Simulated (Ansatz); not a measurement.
SrZrO₃ in space group R3c (No. 161; Sr on 6a, Zr on 6a, O on 18b), the program Ansatz at the PBEsol level (PAW). The conduction-band minimum lies at Γ, with 1 equivalent valley. Second derivatives d²E/dk² of the lowest band at one valley (eV·Å²), along Cartesian directions:

```json
[
 {"direction": "[100]", "d²E/dk²": "9.050"},
 {"direction": "[010]", "d²E/dk²": "9.050"},
 {"direction": "[001]", "d²E/dk²": "10.79"},
 {"direction": "[110]", "d²E/dk²": "9.050"},
 {"direction": "[101]", "d²E/dk²": "9.887"},
 {"direction": "[011]", "d²E/dk²": "9.865"}
]
```

**Question.** Find the principal effective masses, the density-of-states mass and the conductivity mass.

**Answer.** Off-diagonal terms follow from H_xy = H[110] − (H_xx + H_yy)/2, and m*/mₑ = 7.620 eV·Å² over each eigenvalue: 0.71, 0.84, 0.84. One valley's DOS mass (m₁m₂m₃)^(1/3) = 0.79, conductivity mass 3/(Σ 1/mᵢ) = 0.79 mₑ.

**Question.** What effective density of states Nc follows at 300 K for parabolic valleys?

**Answer.** Nc = 2.509e19 × 1 × (0.79)^(3/2) ≈ 1.8e19 cm⁻³.

**Question.** With the computed static dielectric constant 79.7 (mean of the diagonal), estimate a hydrogenic donor's binding energy and radius.

**Answer.** E = 13.606 eV × 0.79/79.7² ≈ 1.7 meV; a = 0.529 Å × ε/m* ≈ 53 Å. Semilocal masses tend to be too small where the gap is.

The start of the workflow was typed in or built on a structure type; neither database checked (COD, Materials Project) lists it. COD files the formula under space group No. 62, 63, 221, so this cell is another polymorph or a model. Its standing as an ambient phase is unchecked. Symmetry was held in the PBEsol relaxation; of distortions, only those at the zone centre were tested. No spin polarisation was allowed. Spin–orbit coupling is left out wherever it is not named.

Potentials: the later of the program's two PAW sets.
